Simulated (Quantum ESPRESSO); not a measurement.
Simulation results for CaMg$_{2}$ZnO$_{4}$ (made-up cell), GaSi$_{6}$N (made-up cell)

All values are calculated (Quantum ESPRESSO 7.5). Calculation on a made-up crystal cell, not a measurement: periodic Kohn-Sham density functional theory in plane waves with PseudoDojo standard norm-conserving scalar-relativistic pseudopotentials, each functional with its own files (v0.5 for PBE, v0.4.1 for LDA and PBEsol), no spin polarisation, no spin-orbit coupling, atoms not relaxed, stress positive in tension, energies less a fixed whole-eV offset for each atom's element; levels are Kohn-Sham levels at fractions of this cell's reciprocal vectors, counted from the reference band (half the neutral cell's valence electrons, rounded up) at Gamma; error bars cover cutoff and k-mesh only, not smearing or the files; each bar is the largest change over components, and at least 0.002 eV, 0.002 eV per angstrom or 0.02 GPa; added strain carries the atoms with the cell, and shear is the tensor component; energies are for the whole cell, and the offsets were chosen from early runs and are not element reference energies.

Common to all runs: functional pbe; cutoff 1143 eV; scf tolerance 1e-07 eV; electrons removed 0.

(1) CaMg$_{2}$ZnO$_{4}$ (made-up cell)

Unstrained structure:
```
CaMg2ZnO4
1.0
      4.5292     0.0156    -0.0543
      0.0156     4.5717     0.0099
     -0.0543     0.0099     4.6086
Mg Ca Zn Mg O
1 1 1 1 4
Direct
  0.00990 0.00851 -0.01707
  0.00122 0.51577 0.47981
  0.49606 -0.02274 0.51540
  0.50553 0.49054 -0.00009
  0.50982 0.00878 0.00963
  0.50135 0.48429 0.50215
  0.99641 0.00401 0.47500
  0.99720 0.49125 -0.00191
```

| Item | Value |
| --- | --- |
| lattice type | rocksalt |
| fermi dirac smearing | 0.025 eV |
| added strain kind | uniform |
| added strain | 0.0248 |
| k mesh | 4 x 4 x 4, shifted by half a step |
| structure shown | before the added strain of 0.0248 |
| free energy less offsets | 1.013 eV |
| scf iterations | 12 |
| smearing term minus ts | 0 eV |
| pressure | -14.52 GPa |
| stress xx | 14.31 GPa |
| stress yy | 14.6 GPa |
| stress zz | 14.66 GPa |
| stress yz | 0.1832 GPa |
| stress xz | -2.021 GPa |
| stress xy | 0.4698 GPa |
| error bar energy | 0.002 eV |
| error bar stress | 0.03767 GPa |
| error bar force | 0.002 eV/Å |
| error bars from | tighter rerun of a related cell |

Atoms:
```
atoms element  atom site  atom energy offset (eV)
           Mg          1                    -1617
           Ca          2                    -1055
           Zn          3                    -5687
           Mg          4                    -1617
            O          5                     -452
            O          6                     -452
            O          7                     -452
            O          8                     -452
```

Forces:
```
site  x (eV/Å)  y (eV/Å)  z (eV/Å)
   1    -0.193     0.196    0.3985
   2  -0.05327   -0.6902    0.4605
   3    0.1071    0.3857   -0.2694
   4     0.076   -0.2248   -0.0668
   5   -0.2869   -0.2983   -0.5705
   6  -0.06055    0.5345   0.06706
   7    0.2548  -0.07312    0.4977
   8    0.1559    0.1704   -0.5171
```

(2) GaSi$_{6}$N (made-up cell)

Unstrained structure:
```
GaSi6N
1.0
      5.4081     0.0271     0.0428
      0.0271     5.4531     0.0313
      0.0428     0.0313     5.5980
Si Ga Si N Si
2 1 3 1 1
Direct
  -0.01550 0.00158 -0.00966
  -0.00787 0.48897 0.52087
  0.50354 -0.00179 0.49219
  0.49411 0.49614 0.00384
  0.28574 0.25315 0.24381
  0.26123 0.75550 0.72817
  0.75622 0.24482 0.74714
  0.74666 0.74131 0.25054
```

| Property | Result |
| --- | --- |
| lattice type | zincblende/diamond |
| fermi dirac smearing | 0.1 eV |
| added strain kind | biaxial xx and yy |
| added strain | -0.0212 |
| k mesh | 6 x 6 x 6, shifted by half a step |
| structure shown | before the added strain of -0.0212 |
| free energy less offsets | 2.044 eV |
| scf iterations | 11 |
| smearing term minus ts | -0.05077 eV |
| pressure | -3.59 GPa |
| stress xx | 2.9 GPa |
| stress yy | 2.072 GPa |
| stress zz | 5.797 GPa |
| stress yz | 2.722 GPa |
| stress xz | 2.901 GPa |
| stress xy | -1.095 GPa |
| fermi level | 0.07127 eV |
| reference band | 21 |
| error bar energy | 0.002 eV |
| error bar stress | 0.03353 GPa |
| error bar force | 0.01494 eV/Å |
| error bar next band up | 0.003562 eV |
| error bar fermi level | 0.0228 eV |
| error bars from | tighter rerun of a related cell |

Atoms:
```
atoms element  atom site  atom energy offset (eV)
           Si          1                     -115
           Si          2                     -115
           Ga          3                    -2080
           Si          4                     -115
           Si          5                     -115
           Si          6                     -115
            N          7                     -283
           Si          8                     -115
```

Forces:
```
site  x (eV/Å)  y (eV/Å)  z (eV/Å)
   1    0.3423     1.276   -0.9512
   2   -0.5703    -1.319    0.2679
   3     1.555     1.112     1.009
   4     1.873    0.8577    -2.387
   5    -3.292   -0.7225    0.2997
   6    -1.298   -0.9123     1.899
   7    0.7611    0.3707    0.4407
   8    0.6297   -0.6618   -0.5781
```

Levels:
```
level k point  next band up (eV)
        Gamma             0.3973
(1/2,1/2,1/2)             0.2531
   (0.15,0,0)             0.1285
   (0,0.15,0)             0.1756
   (0,0,0.15)             0.2634
```

(3) GaSi$_{6}$N (made-up cell)

Structure as in entry 2.

| Item | Value |
| --- | --- |
| lattice type | zincblende/diamond |
| fermi dirac smearing | 0.1 eV |
| added strain kind | biaxial xx and yy |
| added strain | -0.0047 |
| k mesh | 6 x 6 x 6, shifted by half a step |
| structure shown | before the added strain of -0.0047 |
| free energy less offsets | 2.171 eV |
| scf iterations | 11 |
| smearing term minus ts | -0.05141 eV |
| pressure | -5.695 GPa |
| stress xx | 5.339 GPa |
| stress yy | 4.669 GPa |
| stress zz | 7.077 GPa |
| stress yz | 2.25 GPa |
| stress xz | 2.621 GPa |
| stress xy | -0.7555 GPa |
| fermi level | 0.04425 eV |
| reference band | 21 |
| error bar energy | 0.002 eV |
| error bar stress | 0.03353 GPa |
| error bar force | 0.01494 eV/Å |
| error bar next band up | 0.003562 eV |
| error bar fermi level | 0.0228 eV |
| error bars from | tighter rerun of a related cell |

Atoms:
```
atoms element  atom site  atom energy offset (eV)
           Si          1                     -115
           Si          2                     -115
           Ga          3                    -2080
           Si          4                     -115
           Si          5                     -115
           Si          6                     -115
            N          7                     -283
           Si          8                     -115
```

Forces:
```
site  x (eV/Å)  y (eV/Å)  z (eV/Å)
   1    0.3425     1.179   -0.8816
   2   -0.4808    -1.177       0.2
   3     1.412    0.9858    0.8399
   4      1.73    0.8321     -2.14
   5    -3.082   -0.6671    0.3098
   6    -1.263   -0.8965     1.754
   7    0.7715    0.3525     0.419
   8    0.5687   -0.6087   -0.5004
```

Levels:
```
level k point  next band up (eV)
        Gamma             0.3735
(1/2,1/2,1/2)             0.1681
   (0.15,0,0)             0.1236
   (0,0.15,0)             0.1691
   (0,0,0.15)             0.2453
```

(4) GaSi$_{6}$N (made-up cell)

Structure as in entry 2.

| Quantity | Value |
| --- | --- |
| lattice type | zincblende/diamond |
| fermi dirac smearing | 0.1 eV |
| added strain kind | biaxial xx and yy |
| added strain | -0.0004 |
| k mesh | 6 x 6 x 6, shifted by half a step |
| structure shown | before the added strain of -0.0004 |
| free energy less offsets | 2.218 eV |
| scf iterations | 11 |
| smearing term minus ts | -0.05171 eV |
| pressure | -6.186 GPa |
| stress xx | 5.915 GPa |
| stress yy | 5.283 GPa |
| stress zz | 7.36 GPa |
| stress yz | 2.136 GPa |
| stress xz | 2.552 GPa |
| stress xy | -0.6792 GPa |
| fermi level | 0.03691 eV |
| reference band | 21 |
| error bar energy | 0.002 eV |
| error bar stress | 0.03353 GPa |
| error bar force | 0.01494 eV/Å |
| error bar next band up | 0.003562 eV |
| error bar fermi level | 0.0228 eV |
| error bars from | tighter rerun of a related cell |

Atoms:
```
atoms element  atom site  atom energy offset (eV)
           Si          1                     -115
           Si          2                     -115
           Ga          3                    -2080
           Si          4                     -115
           Si          5                     -115
           Si          6                     -115
            N          7                     -283
           Si          8                     -115
```

Forces:
```
site  x (eV/Å)  y (eV/Å)  z (eV/Å)
   1     0.342     1.156   -0.8651
   2   -0.4601    -1.142    0.1836
   3     1.377    0.9552    0.7985
   4     1.694    0.8248     -2.08
   5    -3.028   -0.6528    0.3119
   6    -1.252   -0.8925     1.718
   7    0.7739    0.3479    0.4134
   8    0.5534   -0.5965   -0.4804
```

Levels:
```
level k point  next band up (eV)
        Gamma             0.3667
(1/2,1/2,1/2)             0.1472
   (0.15,0,0)             0.1222
   (0,0.15,0)             0.1673
   (0,0,0.15)             0.2407
```
